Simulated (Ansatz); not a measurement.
The elements of this relaxed trial crystal are hidden behind letters.

```
lattice vectors (Å)
   2.1337   -3.6742    0.0000
   2.1337    3.6742    0.0000
   0.0000    0.0000   14.6302
fractional positions
X 0.5000 0.5000 0.3241
X 0.5000 0.5000 0.6759
X 0.0000 0.0000 0.0000
Z 0.1676 0.8324 0.5000
Z 0.8324 0.1676 0.5000
```

Method: Ansatz, DFT PBE, scalar-relativistic, plane waves, PAW. Cutoff 420 eV, Γ-centred 10×10×4 mesh (5-atom cell), Gaussian smearing of 0.10 eV, no spin polarisation.

```
Space group                                : Cmmm (No. 65)
Conventional cell                          : a = 4.267 Å, b = 7.348 Å, c = 14.630 Å
Volume per atom                            : 45.88 Å³
Density                                    : 4.64 g/cm³
Formation energy                           : +0.35 eV/atom
Gap on the 10×10×4 mesh of the 5-atom cell : 0 eV (a metal)
```

Energies are uncorrected and count from the elements' standard states at the same level.

Task: X is an s-block element of period 5 and Z is a d-block element of period 6. Which elements are they?

Result: X = Rb, Z = Ir, so the formula is Rb3Ir2. Density times volume gives a mean mass of 4.64 × 45.88/1.6605 = 128.2 u per atom, and this set has 128.2 u. Among the elements that the hints allow, noble gases aside, only these give it. Rb on a site of symmetry mm2 has 6 Ir at 3.55–3.56 Å and 6 Rb at 4.25–4.27 Å; Rb on a site of symmetry mmm has 6 Rb at 4.25–4.27 Å; Ir is surrounded by 3 Ir at 2.45–2.46 Å and 6 Rb at 3.55–3.56 Å.

These runs have no spin–orbit coupling, which can matter for Ir. Symmetry constrained the relaxation, so the result can be a saddle point.
